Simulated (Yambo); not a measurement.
A G0W0@PBEsol run in Yambo for KI (rock salt, space group Fm-3m, No. 225) (4×4×4 Γ-centred k mesh, 176 bands and a 6 Ry block in the screening, 176 bands in G with the Bruneval-Gonze terminator, plasmon pole fitted at 27.2 eV) gives these matrix elements, in eV, at the band edges (Γ → Γ):

| state | E0 | <Vxc> | <Σx> | <Σc(E0)> | Z |
|---|---|---|---|---|---|
| valence edge | 0.000 | -11.033 | -14.056 | 1.141 | 0.820 |
| conduction edge | 3.544 | -6.708 | -3.080 | -2.928 | 0.858 |

Task: Solve the linearised quasiparticle equation for both states, give the gap, and say how exchange and correlation each act on it.

Result: E = E0 + Z(Σx + Σc − Vxc). Valence: 0.000 + 0.820 × (-14.056 + (1.141) − (-11.033)) = -1.54 eV. Conduction: 3.544 + 0.858 × (-3.080 + (-2.928) − (-6.708)) = 4.14 eV. The gap is 5.69 eV, against 3.54 eV in PBEsol. Replacing Vxc by bare exchange alone would open it by 6.65 eV; correlation takes back 4.07 eV of that, and Z scales what is left. Nearest settings tried, and what they do to the gap: 110 bands in G: -0 meV; 80 bands in W: -37 meV; 3 Ry block (65 vectors against 169): -213 meV; 2×2×2 mesh: -128 meV. So the settings aren't converged at that level. 

Spin-orbit coupling is included.

Geometry relaxed with PBEsol; primitive cell a = b = c = 4.953 Å, α = β = γ = 60.00°.
